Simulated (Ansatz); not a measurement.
Be$_{3}$N$_{2}$:
```xyz
5
Lattice="1.4048 0.8111 4.7996 -1.4048 0.8111 4.7996 0.0000 -1.6222 4.7996" Properties=species:S:1:pos:R:3 pbc="T T T"
Be     0.0000     0.0000     2.0380
Be     0.0000     0.0000     9.8227
Be     0.0000     0.0000    13.1188
N      0.0000     0.0000    11.4580
N      0.0000     0.0000     4.1942
```

Relaxed with LDA.

### Question
Give the optical modes at the zone centre with their infrared and Raman activity from DFPT, plane-wave PAW LDA (Ansatz code).

### Answer
Transverse frequencies, without the LO–TO term; a row sums one degenerate level.

| ω (cm⁻¹) | degeneracy | IR ((D/Å)²/amu) | Raman (Å⁴/amu) | activity | symmetry |
|---|---|---|---|---|---|
| 364 | 2 | 0.23 | 11 | IR+Raman | E |
| 410 | 1 | 16.33 | 16 | IR+Raman | A1 |
| 486 | 2 | 25.22 | 3.9 | IR+Raman | E |
| 616 | 2 | 31.35 | 4.3 | IR+Raman | E |
| 727 | 1 | 10.07 | 12 | IR+Raman | A1 |
| 867 | 1 | 21.22 | 7.6 | IR+Raman | A1 |
| 947 | 1 | 1.02 | 27 | IR+Raman | A1 |
| 962 | 2 | 27.77 | 2.1 | IR+Raman | E |

### Question
How high does the top mode go among those that the LO–TO term moves?

### Answer
1128 cm⁻¹ for q along x, 1128 cm⁻¹ for q along y, 1108 cm⁻¹ for q along z.

Space group R3m. The workflow started from a Materials Project entry (that database holds measured and hypothetical structures alike); the Crystallography Open Database copy checked does not list it. COD files the formula under space group No. 206. Whether it is the stable phase at ambient conditions was not checked. The LDA relaxation kept the symmetry of its start; its stability against distortions is not shown here.

Potentials: the later of the program's two PAW sets.
